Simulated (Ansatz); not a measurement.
Relaxed-ion elastic tensor of CoPdO₂ in space group R-3m (No. 166; Pd on 3a, Co on 3b, O on 6c) in GPa (Voigt order), the program Ansatz at the PBE level (PAW); density 7.77 g/cm³, 10.54 Å³ per atom.

|  | 1 | 2 | 3 | 4 | 5 | 6 |
|---|---|---|---|---|---|---|
| 1 | 303 | 117 | 130 | -3.9 | 0.0 | 0.0 |
| 2 | 117 | 303 | 130 | 3.9 | 0.0 | 0.0 |
| 3 | 130 | 130 | 501 | 0.0 | 0.0 | 0.0 |
| 4 | -3.9 | 3.9 | 0.0 | 58.2 | 0.0 | 0.0 |
| 5 | 0.0 | 0.0 | 0.0 | 0.0 | 58.2 | -3.9 |
| 6 | 0.0 | 0.0 | 0.0 | 0.0 | -3.9 | 92.9 |

Q: Is the crystal mechanically stable?

A: Yes: the smallest eigenvalue of C is 57.8 GPa.

Q: Work out the Voigt, Reuss and Hill averages.

A: K_V = 207, K_R = 196, K_H = 201; G_V = 90.4, G_R = 79.2, G_H = 84.8 GPa.

Q: Give Young's modulus, Poisson's ratio, Pugh's ratio and the universal anisotropy index.

A: E = 9KG/(3K + G) = 223 GPa; ν = 0.32; K/G = 2.37 (ductile by the Pugh limit of 1.75); A_U = 5G_V/G_R + K_V/K_R − 6 = 0.76.

Q: Estimate the sound speeds and the Debye temperature.

A: v_l = √((K + 4G/3)/ρ) = 6360 m/s, v_t = √(G/ρ) = 3300 m/s, mean 3700 m/s; Θ = (h/k)(3n/4πV)^(1/3) v_m = 502 K.

Q: How much does each axis shrink under pressure?

A: Linear compressibilities β_i = Σ_j S_ij (j = 1 to 3): x 2.1, y 2.1, z 0.90 per TPa.

The PBE relaxation kept the symmetry of its start. The workflow began spin-polarised and lost its moments. No Hubbard U is applied. As this level gives no gap, shear constants depend on the k-mesh and smearing (Fermi–Dirac, 0.1 eV here). On the denser mesh and wider smearing of the elastic run this cell carries a stress of 0.5 GPa.

Potentials: the later of the program's two PAW sets.
